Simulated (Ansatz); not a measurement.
PtS$_{2}$:
Space group P-3m1 (No. 164); a = 3.5622 Å, b = 3.5622 Å, c = 4.5275 Å, α = 90.00°, β = 90.00°, γ = 120.00°

```tsv
atom	site	symmetry	x	y	z
Pt	1a	-3m.	0.0000	0.0000	0.0000
S	2d	3m.	0.3333	0.6667	0.2622
```

Relaxed at zero pressure with LDA in the plane-wave PAW code Ansatz.

Task: The volume is raised by 9 % and shape and atoms relax at that volume. What pressure results, and how do the axes share the change?

Result: -2.1 GPa; a 0.0 %, b 0.0 %, c 9.0 %; the energy rises by 13 meV/atom.

Task: Give the new structure.

Result: 
Space group P-3m1 (No. 164); a = b = 3.5617 Å, c = 4.9365 Å, α = β = 90.00°, γ = 120.00°

```json
[
 {"atom": "Pt", "site": "1a", "symmetry": "-3m.", "x": "0.0000", "y": "0.0000", "z": "0.0000"},
 {"atom": "S", "site": "2d", "symmetry": "3m.", "x": "0.3333", "y": "0.6667", "z": "0.2417"}
]
```

The phase is kept; no other phase was compared at this pressure.

The cell was relaxed with LDA under the symmetry of its start; phonons on a q-mesh show no instability. No spin polarisation was allowed. A crystal of weakly bound layers computed without a dispersion correction: the cell and the soft elastic constants depend strongly on that. Spin–orbit coupling is left out wherever it is not named.

Potentials: the later of the program's two PAW sets.
